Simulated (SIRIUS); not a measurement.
Consider a self-consistent single point of Zr (Cmcm, 2 atoms in the cell; from Materials Project mp-131, changed as shown).

```xyz
2
Lattice="3.2392 0.0000 0.0000 -1.6196 2.8053 0.0000 0.0000 0.0000 5.1722" Properties=species:S:1:pos:R:3 pbc="T T T"
Zr     0.0000     1.8702     1.2931
Zr     1.6196     1.0851     3.8792
```

Level of theory: PBEsol, GBRV PBEsol ultrasoft pseudopotentials (plane waves; SIRIUS 7.12.0).

SIRIUS settings:

```
setting                                                                  value
--------------------------------------  --------------------------------------
parameters.ngridk                                                     16 16 10
parameters.xc_functionals                 [XC_GGA_X_PBE_SOL, XC_GGA_C_PBE_SOL]
parameters.gk_cutoff                                              6.325 1/bohr
parameters.pw_cutoff                                             14.143 1/bohr
parameters.smearing                                                       cold
parameters.smearing_width                                        0.00999582 Ha
potentials                              GBRV PBEsol ultrasoft pseudopotentials
parameters.electronic_structure_method                         pseudopotential
parameters.num_bands                                                        16
parameters.num_mag_dims                                                      0
parameters.num_dft_iter                                                    100
parameters.energy_tol                                                 1e-07 Ha
parameters.density_tol                                                   1e-06
mixer.type                                                            broyden2
mixer.beta                                                                 0.5
mixer.use_hartree                                                         true
```

Q: Estimate, at this level of theory: pressure and largest force (vector length).

A: The run gave:

Pressure: -4.32 GPa
Largest force (vector length): 0.130 eV/Å

For comparison: a first run was changed to give this one (atom 2 moved by +0.15 angstrom along y), and from it to this one the free energy goes up by 5.1 meV/atom, the pressure stays near -4.32 GPa while the yy stress (positive for compression) goes from -4.22 to -5.05 GPa and the largest force goes from 0.000 to 0.130 eV/Å.

The structure comes from a collection of computed structures, made at another level of theory; the collection holds predicted forms beside known ones.

Cost on one core: around 100 core-seconds (rough).
